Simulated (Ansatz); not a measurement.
This run works on a proposed trial structure, not on a known crystal.

Input and command of a plane-wave DFT calculation in Ansatz:

```yaml
crystal:
  lattice:
    - [3.95, 0.0, 0.0]
    - [-1.975, 3.42080034, 0.0]
    - [0.0, 0.0, 16.0]
  atoms:
    - { symbol: Hf, position: [0.66666667, 0.33333333, 0.395] }
    - { symbol: Hf, position: [0.33333333, 0.66666667, 0.0] }
    - { symbol: Ti, position: [0.0, 0.0, 0.605] }
    - { symbol: Te, position: [0.33333333, 0.66666667, 0.5] }
    - { symbol: Te, position: [0.66666667, 0.33333333, 0.71] }
    - { symbol: Te, position: [0.0, 0.0, 0.29] }
    - { symbol: Te, position: [0.66666667, 0.33333333, 0.108] }
    - { symbol: Te, position: [0.0, 0.0, 0.892] }
basis:
  ecutwfc: 420
kpoints:
  mp_grid: { grid: [5, 5, 1] }
hamiltonian:
  xc: pbe
scf:
  occupations: { method: gaussian, width: 0.2 }
  lower_state_search: "off"
output:
  forces: true
  stress: true
  eigenvalues: true
relax:
  adjacent_minimum: "off"
  f_tol: 0.08
  max_steps: 16
  cell: { stress_tol: 0.8 }
```

```bash
ansatz run input.yaml --threads 1 --pin off --max-ram 2560MiB --backend cpu --events-out ev --progress --plain --runs-dir out
```

Processor: Arm Neoverse V2, 1 thread, on a host shared with other jobs.

Problem. How long does it run, and how much memory does it take?

Solution. About 66 s, peak memory 0.52 GiB. It solves 87 bands at 5 k points (after reduction by symmetry) with about 4677 plane waves (on the last cell), in 36 SCF iterations over 5 ionic steps.
